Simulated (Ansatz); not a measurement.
Ru2C in space group P-3m1 (No. 164; C on 1a, Ru on 2d), PBE in the plane-wave PAW code Ansatz, all energies at zero smearing, with the estimated change up to a 700 eV cutoff added, with one set of potentials and settings (totals compare only within such a set). Cell of 3 atoms (1 C, 2 Ru): -12006.907 eV.

```tsv
element	reference phase	E (eV/atom)
C	P6_3/mmc, 4 atoms in the cell	-250.9463
Ru	P6_3/mmc, 2 atoms in the cell	-5878.7331
```

Formation energy per atom, worked out: (-12006.907 − 1×(-250.9463) − 2×(-5878.7331))/3 = 0.502 eV/atom (48 kJ per mol of atoms), at 0 K, without zero-point energy or fitted corrections.

A made-up cell: these elements were put on the sites of a structure type; neither database checked (COD, Materials Project) lists it. Its standing as an ambient phase is unchecked. The cell was relaxed with PBE under the symmetry of its start; whether a distortion lowers the energy is not shown. No spin polarisation was allowed. The references are the lowest solids computed at this level, not always the standard phases.

Potentials: the earlier of the program's two PAW sets.
